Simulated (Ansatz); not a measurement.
PtOSe as a Janus 1T monolayer, relaxed with r2SCAN. The sheet's in-plane cell has a = 3.438 Å, b = 3.438 Å (γ = 120.0°), and its outermost atoms lie 2.25 Å apart along the normal. Pt has 3 O at 2.20 Å and 3 Se at 2.38 Å; O has 3 Pt at 2.20 Å; Se has 3 Pt at 2.38 Å.

The questions ask for values computed with Ansatz 0.2.0 on this geometry. Values at 0 K without nuclear motion; no magnetic order is allowed, and the phase may be a hypothetical one.

Given (12×12×1 mesh): The LDA gap is indirect, 0.75 eV (k = (-0.135, 0.266, 0) to K), below the direct gap of 1.13 eV at K.

Question: How does the gap change from LDA to PBE+SOC (12×12×1)?

Answer: PBE+SOC gives an indirect gap of 0.72 eV, from K–Γ (0.50 of the way from K) to K; the least direct gap is 1.06 eV at K. Spin-orbit coupling itself accounts for -0.09 eV. The gap differs by -0.03 eV from LDA's.

Question: What does HSE06+SOC give for the gap (6×6×1 mesh)?

Answer: With HSE06+SOC the valence top lies at K–Γ (0.50 of the way from K) and the conduction bottom at K, 1.78 eV higher; the smallest vertical gap, at K, is 2.29 eV. Spin-orbit coupling itself accounts for -0.07 eV. The gap differs by +1.03 eV from LDA's.

Question: Estimate the gap with Hartree-Fock on 6×6×1.

Answer: Hartree-Fock gives an indirect gap of 8.44 eV, from Γ to K; the least direct gap is 9.14 eV at Γ. The gap differs by +7.69 eV from LDA's.

Only the levels marked +SOC include spin-orbit coupling.

Where an edge lies off the special points, it is a point of the mesh or the k point where a search put PBE's edge or least direct gap, reused for the other functionals, whose own edges may lie a little apart.

Coordinates of k points refer to the reciprocal vectors of the primitive cell of the runs.

The meshes of the hybrids are coarse, so their gaps aren't converged to the digits shown.

Set aside, since their points miss a band edge that the other levels read or their mesh is too coarse: LC-ωPBE.
